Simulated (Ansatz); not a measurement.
A relaxed cell of SnO (P4/mmm (No. 123)), relaxed on a k-mesh at least as fine as the one used below. These are r2SCAN (plane waves to 500 eV, PAW, scalar-relativistic; Ansatz, an electronic-structure program) values and carry that method's errors. Γ-centred k-mesh 10×10×6 on the run's cell (coarser than for final values), Fermi–Dirac smearing 0.05 eV.

```xyz
4
Lattice="3.2307 0.0000 0.0000 0.0000 3.2307 0.0000 0.0000 0.0000 5.9293" Properties=species:S:1:pos:R:3 pbc="T T T"
Sn     0.0000     0.0000     0.0000
Sn     0.0000     0.0000     2.9646
O      1.6153     1.6153     0.0000
O      1.6153     1.6153     2.9646
```

The atoms are displaced along an unstable phonon of this cell by (Å):

| atom | ux | uy | uz |
|---|---|---|---|
| Sn1 | 0.000 | 0.150 | 0.000 |
| Sn2 | 0.000 | -0.150 | 0.000 |
| O3 | 0.000 | -0.143 | 0.000 |
| O4 | 0.000 | 0.143 | 0.000 |

Q: What forces (eV/Å) and pressure result?

A: 
```json
[
 {"atom": "Sn1", "Fx": "0.00", "Fy": "-0.20", "Fz": "0.00"},
 {"atom": "Sn2", "Fx": "0.00", "Fy": "0.20", "Fz": "0.00"},
 {"atom": "O3", "Fx": "0.00", "Fy": "0.45", "Fz": "0.00"},
 {"atom": "O4", "Fx": "0.00", "Fy": "-0.45", "Fz": "0.00"}
]
```

Pressure +5.8 GPa.

The undisplaced cell is probably no minimum: from this displacement the run went on to Pmma (No. 51), 0.04 eV/atom below it.

No spin polarisation in the result.

The first start was generated by placing the elements on the sites of a structure type. Materials Project lists a structure of SnO in the same space group, P4/mmm (No. 123); the sites were not compared with it, nor with measured phases. Known forms of SnO include space group No. 129.
